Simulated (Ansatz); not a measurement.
**HfC (NiAs-type structure)**

The computed numbers are results of PBEsol, scalar-relativistic (no spin polarisation) in the plane-wave PAW code Ansatz at 420 eV, Γ-centred 10×10×6 mesh, 0.05 eV Gaussian smearing. The datasets are Ansatz's generated set soft_2.

```cif
data_structure
_symmetry_space_group_name_H-M 'P6_3/mmc'
_symmetry_Int_Tables_number 194
_cell_length_a 3.2332
_cell_length_b 3.2332
_cell_length_c 5.7188
_cell_angle_alpha 90.000
_cell_angle_beta 90.000
_cell_angle_gamma 120.000
_cell_volume 51.77
loop_
_atom_site_label
_atom_site_type_symbol
_atom_site_symmetry_multiplicity
_atom_site_Wyckoff_symbol
_atom_site_fract_x
_atom_site_fract_y
_atom_site_fract_z
_atom_site_occupancy
Hf1 Hf 2 a 0.00000 0.00000 0.00000 1
C1 C 2 c 0.33333 0.66667 0.25000 1
```

This is a trial structure made by placing the elements on a prototype's sites, so it needn't be the stable form.

The cell above was scaled in volume, and shape and atoms were relaxed at each volume within its symmetry. Energies are counted from the cell above.

The cell is relaxed to zero pressure at this level.

| V (Å³/atom) | ΔE (meV/atom) | P from the stress (GPa) |
| --- | --- | --- |
| 12.425 | 15.24 | 9.78 |
| 12.684 | 3.67 | 4.65 |
| 12.943 | 0.00 | 0.00 |
| 13.202 | 3.47 | -4.21 |
| 13.461 | 13.40 | -8.02 |

Problem. Do the energies and the pressures agree? Compare −ΔE/ΔV between neighbouring points (1 meV/Å³ = 0.1602 GPa) with the mean of their pressures.

Solution. 
```json
{"interval (Å³/atom)": "12.43 to 12.68", "−ΔE/ΔV (GPa)": "7.2", "mean P (GPa)": "7.2"}
{"interval (Å³/atom)": "12.68 to 12.94", "−ΔE/ΔV (GPa)": "2.3", "mean P (GPa)": "2.3"}
{"interval (Å³/atom)": "12.94 to 13.20", "−ΔE/ΔV (GPa)": "-2.1", "mean P (GPa)": "-2.1"}
{"interval (Å³/atom)": "13.20 to 13.46", "−ΔE/ΔV (GPa)": "-6.2", "mean P (GPa)": "-6.1"}
```
They differ by 0.05 GPa at most.

Problem. What do the two routes give for V0, B0 and B0′?

Solution. A third-order Birch–Murnaghan fit of the energies: V0 = 12.94 Å³/atom, B0 = 221 GPa, B0′ = 4.0. A polynomial of P in ln V, with B = −dP/d ln V at P = 0: V0 = 12.94 Å³/atom, B0 = 221 GPa, B0′ = 4.0.

B0·V0 = 221.0 GPa × 12.94 Å³ = 17.85 eV/atom sets the scale: near the minimum ΔE ≈ ½ B0 V0 x², with x = V/V0 − 1, and a pressure of 2.2 GPa squeezes the volume by about 1 %. At the ends of the curve: x = −4.0 % predicts 14.2 meV/atom and the run gives 15.2; x = +4.0 % predicts 14.3 meV/atom and the run gives 13.4. The curve is steeper than the parabola on the compressed side and flatter on the expanded side: the bulk modulus rises with pressure.

Spin–orbit coupling, which matters for such heavy elements, is left out. The run is a metal.
